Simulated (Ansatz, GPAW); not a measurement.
This is a calculation of Pd3I for GPAW 26.7.0 (ASE script). Atoms were shifted at random by some hundredths of an Å from the given cell, which wasn't relaxed again for these runs. The cell comes from a database or a generator and needn't be the stable form of this composition.

Contents of run.py:

```python
from ase.dft.bandgap import bandgap
from ase.io import read, write
from ase.units import GPa
from gpaw import GPAW, PW

atoms = read('POSCAR')

calc = GPAW(mode=PW(600),
            xc='PBE',
            kpts={'size': (9, 9, 9), 'gamma': True},
            occupations={'name': 'fermi-dirac', 'width': 0.05},
            nbands=47,
            convergence={'density': 1e-05, 'energy': 1e-05},
            maxiter=150,
            txt='gpaw.txt')
atoms.calc = calc
energy = atoms.get_potential_energy()
forces = atoms.get_forces()
stress = atoms.get_stress()
calc.write('gs.gpw')
write('result.traj', atoms)
print(f'Energy: {energy:.6f} eV')
print('Forces (eV/A):')
print(forces.round(4))
print('Stress (GPa):', (stress / GPa).round(3))
print('Fermi level:', round(calc.get_fermi_level(), 4), 'eV')
print(f'Gap: {bandgap(calc)[0]:.4f} eV, direct: {bandgap(calc, direct=True)[0]:.4f} eV')
```

File POSCAR:

```
Pd3I
1.0
   -2.1469490000      2.1469490000      3.8759100000
    2.1469490000     -2.1469490000      3.8759100000
    2.1469490000      2.1469490000     -3.8759100000
I Pd
1 3
Direct
   -0.0042590000     -0.0032520000     -0.0084710000
    0.5020540000      0.5023260000      0.0010920000
    0.2436390000      0.7339870000      0.4839260000
    0.7476760000      0.2541000000      0.5039300000
```

Potentials or basis: GPAW PAW data sets (gpaw-data 1.2.1), pw.

Launch:

```bash
$ OMP_NUM_THREADS=1 python run.py
```

Translate it to Ansatz 0.2.0. Potentials or basis there: Ansatz PAW, cutoff 420 eV.

As run (cutoffs and basis follow the program's own potentials, and thresholds, step limits or extra output files can differ):

input.yaml

```yaml
crystal:
  lattice:
    - [-2.146949, 2.146949, 3.87591]
    - [2.146949, -2.146949, 3.87591]
    - [2.146949, 2.146949, -3.87591]
  atoms:
    - { symbol: I, position: [-0.004259, -0.003252, -0.008471] }
    - { symbol: Pd, position: [0.502054, 0.502326, 0.001092] }
    - { symbol: Pd, position: [0.243639, 0.733987, 0.483926] }
    - { symbol: Pd, position: [0.747676, 0.2541, 0.50393] }
hamiltonian:
  xc: pbe
  pseudopotentials: { kind: paw }
kpoints:
  mp_grid: { grid: [9, 9, 9] }
scf:
  occupations: { method: fermi_dirac, width: 0.05 }
output:
  forces: true
  stress: true
  eigenvalues: true
```

Potentials or basis: Ansatz PAW.

Launch:

```bash
$ ansatz run input.yaml --threads 2 --pin off --max-ram 5120MiB --backend cpu --events-out ev --progress --plain --runs-dir out
```

Both were run:

|  | GPAW | Ansatz |
| --- | --- | --- |
| Pressure | 0.9 GPa | -0.1 GPa |
| Largest force | 0.247 eV/Å | 0.242 eV/Å |

Ansatz's pressure holds a Pulay term of +0.05 GPa for its cutoff of 420 eV, which the other run lacks.

The potentials hold 55 and 71 valence electrons a cell.

Where Ansatz's input types no cutoff or centring, it takes its own default and a Γ-centred mesh.

Pressure is positive in compression.
